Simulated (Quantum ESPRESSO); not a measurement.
Space group R3m, hexagonal axes (No. 160); a = 5.4740 Å, b = 5.4740 Å, c = 18.1709 Å, α = 90.00°, β = 90.00°, γ = 120.00°

```json
[
 {"atom": "B", "site": "3a", "symmetry": "3m", "x": "0.0000", "y": "0.0000", "z": "0.4132"},
 {"atom": "B", "site": "3a", "symmetry": "3m", "x": "0.0000", "y": "0.0000", "z": "0.5898"},
 {"atom": "O", "site": "9b", "symmetry": ".m", "x": "0.1863", "y": "0.3726", "z": "0.0796"},
 {"atom": "O", "site": "9b", "symmetry": ".m", "x": "0.0402", "y": "0.5201", "z": "0.2559"},
 {"atom": "K", "site": "3a", "symmetry": "3m", "x": "0.0000", "y": "0.0000", "z": "0.7802"},
 {"atom": "Y", "site": "3a", "symmetry": "3m", "x": "0.0000", "y": "0.0000", "z": "0.0020"},
 {"atom": "Ba", "site": "3a", "symmetry": "3m", "x": "0.0000", "y": "0.0000", "z": "0.2077"}
]
```
(The calculation used a cell of 11 atoms; values per cell refer to that cell.)

The geometry is that of Materials Project entry mp-1223458, symmetrised and not relaxed again.

**Question.** What does PBEsol (pw.x of Quantum ESPRESSO, ONCV potentials, no spin-orbit coupling) give for the electronic structure near the Fermi level?

**Answer.** The PBEsol gap is direct, 3.79 eV at Γ. 

The structure is a Materials Project entry; no match was found in the copy of COD used, and its stability was not checked.
